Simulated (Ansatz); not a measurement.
MgO:
```
MgO
1.0
    3.28881     0.00000     0.00000
   -1.64441     2.84819     0.00000
    0.00000     0.00000     5.03231
Mg O
2 2
Direct
  0.33333   0.66667   0.00485
  0.66667   0.33333   0.50485
  0.33333   0.66667   0.39975
  0.66667   0.33333   0.89975
```

Relaxed with r²SCAN.

### Question
Map the electron localisation function on the plane through (0.333, 0.667, 0.005) spanned by u = [0, 0, 1] and v = [1, -1, 0] in lattice vectors, from r²SCAN in the plane-wave PAW code Ansatz.

### Answer
x is the fraction of u, y of v (the angle between them is 90°; rows are the nearest grid lines); atoms in the plane: Mg at (0.00, 0.00), Mg at (0.50, 0.33), O at (0.39, 0.00), O at (0.89, 0.33).
```
|12430499842589974100004421|
|23520499964799973100003532|
|45410499998999863000001454|
|00000368899988631000000000|
|00000246677776420000000000|
|00000023445543200000000000|
|00000001111111000000000000|
|00000000000000000000000000|
|00000000000000000000000000|
|00000000000000000000000000|
|21000000000000000001122222|
|53200000000000000023456665|
|87520000000011000168899998|
|98741000001344410179999999|
|99751000014544530179997899|
|99852000025422441189973489|
|99852000025422441189963379|
|99731000001444420179999999|
|97510012200111100168999999|
|32100135664210000136888753|
|00000268999875310013542100|
|44410499998999862000001444|
|23420499964799973100003532|
|12430499842589974100004421|
```
Scale: ten equal steps from 0.012 (start of '0') to 0.835 (end of '9'), in the order '0123456789'; x runs from 0.000 to 1.00, y from 0.000 (bottom) to 1.00 (top).

The density is the valence pseudo-density with augmentation charge, so density and ELF within about 1 Å of a nucleus are not all-electron values.

Space group P6_3mc (wurtzite). The workflow started from a Materials Project entry (that database holds measured and hypothetical structures alike); the Crystallography Open Database copy checked does not list it. It is not the phase usual at ambient conditions (space group No. 225). The cell was relaxed with r²SCAN under the symmetry of its start; whether a distortion lowers the energy is not shown.

Potentials: the later of the program's two PAW sets.
